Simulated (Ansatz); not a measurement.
# Field gradients of SnSe2 from run to run

Cell of run 1: a COD entry, taken as it stands.

```xyz
3
Lattice="3.8110 0.0000 0.0000 -1.9055 3.3004 0.0000 0.0000 0.0000 6.1360" Properties=species:S:1:pos:R:3 pbc="T T T"
Sn    0.0000    0.0000    0.0000
Se    0.0000    2.2003    1.5279
Se    1.9055    1.1001    4.6081
```

Atoms are numbered from 1 in the order listed; like atoms form one site, named after its first atom.

Relaxed positions (PBE, cell held):

```
CELL_PARAMETERS angstrom
3.81100 0.00000 0.00000
-1.90550 3.30042 0.00000
0.00000 0.00000 6.13600
ATOMIC_POSITIONS crystal
Sn 0.00000 0.00000 0.00000
Se 0.33333 0.66667 0.26170
Se 0.66667 0.33333 0.73830
```

All runs are DFT with Ansatz 0.2.0 (plane waves and PAW, scalar-relativistic unless spin–orbit coupling is named, Γ-centred meshes, Fermi–Dirac smearing where given) in this cell.

Run 1: PBE, atoms as given; 420 eV, 13×13×7 k-points, smearing 0.02 eV.
Run 2: PBE, atoms relaxed; 420 eV, 13×13×7 k-points, smearing 0.02 eV.
Run 3: r2SCAN, at the relaxed atoms; 500 eV, 13×13×7 k-points, smearing 0.02 eV.
Run 4: PBE with spin–orbit coupling, at the relaxed atoms; 420 eV, 13×13×7 k-points, smearing 0.02 eV.
Run 5: LDA, at the relaxed atoms; 420 eV, 13×13×7 k-points, smearing 0.02 eV.
Run 6: PBEsol, at the relaxed atoms; 420 eV, 13×13×7 k-points, smearing 0.02 eV.

```tsv
run	Sn V_zz (η)	Se V_zz (η)
1	0.29 (0.00)	-10.00 (0.00)
2	-0.18 (0.00)	-4.64 (0.00)
3	-0.097 (0.00)	-5.09 (0.00)
4	?	?
5	-0.072 (0.00)	-4.53 (0.00)
6	-0.16 (0.00)	-4.57 (0.00)
```

V_zz in 10²¹ V/m².

Q: Estimate the row of run 4.

A: Sn: -0.11 (0.00); Se: -4.69 (0.00). It lies nearest to run 2, from whose tensors on these sites it differs by 0.07 at most (largest principal value of the difference, on Sn). Taken one at a time, the positions of the atoms (as given or relaxed) move the tensors on these sites by up to 5.36 (largest principal value of the change, on Se), the functional (between the two that differ most) by 0.56 (Se), spin–orbit coupling by 0.07 (Sn).

With these PAW files V_zz is typically within 2 to 3 % of all-electron values, but misses above 10 % occur on Sn. In runs 5, 6 the gap is small for the k-mesh or the smearing, and small gradients can still move by 0.1 × 10²¹ V/m² or more. In runs 1, 3, 5 the atoms aren't at the calculated equilibrium (largest force 0.79, 0.33, 0.26 eV/Å). The cell isn't the equilibrium one in run 1 (calculated pressure 6 GPa), and the entry's cell may itself be off.
